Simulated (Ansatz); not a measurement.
# EuS2 in the fluorite structure

The computed numbers are results of PBEsol, scalar-relativistic (collinear spin) in the plane-wave PAW code Ansatz at 420 eV, 8×8×8 k-mesh, Gaussian smearing of 0.05 eV. The datasets are Ansatz's generated set soft_2.

```
CELL_PARAMETERS angstrom
0.00000 3.25924 3.25924
3.25924 0.00000 3.25924
3.25924 3.25924 0.00000
ATOMIC_POSITIONS crystal
Eu 0.00000 0.00000 0.00000
S 0.25000 0.25000 0.25000
S 0.75000 0.75000 0.75000
```

The structure was built from a prototype; whether the compound forms in it isn't claimed.

Magnetic state: ferromagnetic, site spin moments Eu 6.27; S -0.26 μB.

The cell is relaxed to zero pressure at this level.

Path: Γ–X–U | K–Γ–L–W–X, with Γ = (0.000, 0.000, 0.000), X = (0.500, 0.000, 0.500), U = (0.625, 0.250, 0.625), K = (0.375, 0.375, 0.750), L = (0.500, 0.500, 0.500), W = (0.500, 0.250, 0.750) in reciprocal vectors of the calculation's cell.

Problem. Is it a metal or an insulator, and if it has a gap, where are the band edges on this path?

Solution. A metal: bands cross the Fermi level.

Bands as a text map, energy in eV from the Fermi level (dashes), each leg drawn with the same width, + spin up, o spin down, # both:
```
  3.71 |oo##ooooooo  o#####+o#oooo+ oooooooooooooo#o ooo
  3.43 | ++ + o oooo#+      ++   +                 +oo  
  3.14 |++   + o  ++          +++                   ++oo
  2.86 |      ++++                                    ++
  2.57 |                                                
  2.29 |                                                
  2.00 |                                                
  1.71 |                                                
  1.43 |       +++++++                        ++++++++++
  1.14 |      +       +++                    +          
  0.86 |+++                 +++++           +           
  0.57 | + +++ ooooo     +++     +         +       ooooo
  0.29 |     +o     ooooo    +    ++      +  oooooo     
  0.00 |oo#o#o+-------+++####oooo--+++++++++++++++------
 -0.29 |+#++++###########++++#+++##+++     #############
 -0.57 |+++++#++++##+++++++++#++++##++++++##++++++++##++
 -0.86 |+++  +++++++##+++o  #++++++#o    o# ++++++##++++
 -1.14 |  o           ##o+  #      ++oooo#++     #+     
 -1.43 |  + #           + ##        #++++####o  #       
 -1.71 |                 ###         ####    ####       
 -2.00 |   #             # #         #oo#  +#    ##     
 -2.29 |   o         #### #         #    ##o       ##   
 -2.57 |      #######+   + +#      # +####          ####
 -2.86 |  # ##       o###o o+     #+#o   ##        #    
 -3.14 | #+#              ####   ##o       ##    ##     
 -3.43 |##o              #   o###o          #####       
 -3.71 |     #          #                    ####+      
 -4.00 |      +     +###                         o#+    
        Γ      X      UK       Γ       L       W       X
```

It took roughly 40 core-seconds on a shared host.

Without a U the 4f levels of Eu lie too near the Fermi level, so their share of the states there, and what hangs on it, is overstated. Scalar-relativistic only: spin–orbit splittings of the heavy atoms' levels are missing. The run wasn't fully tested for a lower electronic state. Site moments are of spin, integrated over atomic spheres. Only parallel moments were tried, so the real magnetic order may be another.
